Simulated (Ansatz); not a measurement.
BaTaO3 (cubic perovskite, Pm-3m) under volume change, r²SCAN in the plane-wave PAW code Ansatz, scaled uniformly.

```tsv
V (Å³/atom)	E − E(relaxed) (meV/atom)	P (GPa)
12.461	___	___
12.872	___	___
13.283	8.0	6.38
13.693	0.0	0.01
14.104	7.1	-5.40
14.515	27.0	-9.99
14.926	57.7	-13.87
```

**Question.** Complete the blanks.

**Answer.** 
- 12.872, E − E(relaxed) (meV/atom): 33.7
- 12.872, P (GPa): 13.91
- 12.461, E − E(relaxed) (meV/atom): 80.4
- 12.461, P (GPa): 22.78

**Question.** What does a third-order Birch–Murnaghan fit give for V₀, B₀ and B′?

**Answer.** V₀ = 13.69 Å³/atom, B₀ = 195 GPa, B′ = 4.5.

The start of the workflow was typed in or built on a structure type; the Crystallography Open Database copy checked does not list it. Its standing as an ambient phase is unchecked. The cell was relaxed with r²SCAN under the symmetry of its start; its stability against distortions is not shown here. No spin polarisation was allowed. The volume moved by -17 % from the start of the relaxation. Scalar-relativistic: spin–orbit coupling is off unless named, which matters more the heavier the elements.

Potentials: the earlier of the program's two PAW sets.
